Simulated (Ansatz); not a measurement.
## Calculated electric field gradients for Bi₂Te₂Pb₄S₅

The cell is a COD entry (perhaps calculated rather than measured), its atoms then relaxed with PBE in this cell.

```yaml
crystal:
  lattice:
    - [2.12239, 1.22536, 23.81981]
    - [-2.12239, 1.22536, 23.81981]
    - [0.00000, -2.45072, 23.81981]
  atoms:
    - { symbol: Bi, position: [0.54635, 0.54635, 0.54635] }
    - { symbol: Bi, position: [0.45365, 0.45365, 0.45365] }
    - { symbol: Te, position: [0.85451, 0.85451, 0.85451] }
    - { symbol: Te, position: [0.14549, 0.14549, 0.14549] }
    - { symbol: Pb, position: [0.92807, 0.92807, 0.92807] }
    - { symbol: Pb, position: [0.07193, 0.07193, 0.07193] }
    - { symbol: Pb, position: [0.30937, 0.30937, 0.30937] }
    - { symbol: Pb, position: [0.69063, 0.69063, 0.69063] }
    - { symbol: S, position: [0.23760, 0.23760, 0.23760] }
    - { symbol: S, position: [0.76240, 0.76240, 0.76240] }
    - { symbol: S, position: [0.61877, 0.61877, 0.61877] }
    - { symbol: S, position: [0.38123, 0.38123, 0.38123] }
    - { symbol: S, position: [0.00000, 0.00000, 0.00000] }
```

Atoms are numbered from 1 in the order listed; like atoms form one site, named after its first atom.

Method: Kohn–Sham DFT in Ansatz, r2SCAN, plane waves and PAW, scalar-relativistic, 500 eV cutoff, Γ-centred 8×8×8 k-points, Fermi–Dirac smearing 0.02 eV.

Conventions: |V_zz| ≥ |V_yy| ≥ |V_xx|, η = (V_xx − V_yy)/V_zz, C_Q = eQV_zz/h. Directions are in the Cartesian axes of the cell vectors above, for the atom listed; none is given where the gradient is under 0.02 or η is above 0.95.

Task: Which values are expected at the nuclei?

Result: 

```tsv
site	first atom	first shell	V_zz (10²¹ V/m²)	η	direction of V_zz (x, y, z)
Bi	1	3 S at 3.02 Å, 3 Te at 3.04 Å	-0.44	0.00	0.00 0.00 1.00
Te	3	3 Bi at 3.04 Å	0.92	0.00	0.00 0.00 1.00
Pb5	5	6 S at 2.98–2.99 Å	0.42	0.00	0.00 0.00 1.00
Pb7	7	6 S at 2.99 Å	0.33	0.00	0.00 0.00 1.00
S9	9	3 Pb at 2.98 Å, 3 Bi at 3.02 Å	0.18	0.00	0.00 0.00 1.00
S11	11	6 Pb at 2.99 Å	-0.21	0.00	0.00 0.00 1.00
S13	13	6 Pb at 2.99 Å	-0.22	0.00	0.00 0.00 1.00
```

An axis of threefold or higher order runs through Bi, Te, Pb5, Pb7, S9 and S11 and others, so V_zz lies along it and η is zero.

Spin–orbit coupling is left out, which shifts gradients on Bi and Pb by a few per cent in wide-gap crystals, and can shift them far more where the calculated gap is small or absent, as here. With a gap of 0.7 eV on this mesh, small gradients can still move by 0.1 × 10²¹ V/m² or more as the k-mesh gets denser.

Hardware: 1 thread of Arm Neoverse N1 (aarch64; 8 cores open to the job, memory cap 3.0 GiB, no GPU), a shared host with a load of 0.5 a core. Wall time 11 min, CPU time 11 min, peak memory 2.4 GiB.
